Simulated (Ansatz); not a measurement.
According to PBE in the plane-wave PAW code Ansatz, InSb in the hexagonal phase (P6_222; In on 3c, Sb on 3d) relaxes to a = 4.693 Å, c = 10.261 Å. Against the elements it lies at -0.009 eV/atom, with no fitted shifts.

Electronic character: no gap, with almost no states at the Fermi level (zero-gap or semimetallic).

The start of the workflow was typed in or built on a structure type; neither database checked (COD, Materials Project) lists it. It is not the phase usual at ambient conditions (space group No. 216). The PBE relaxation kept the symmetry of its start; its stability against distortions is not shown here. A small band overlap can be real or an error of a semilocal functional. The references are the lowest solids computed at this level, not always the standard phases. Spin–orbit coupling is left out wherever it is not named.

Potentials: the later of the program's two PAW sets.
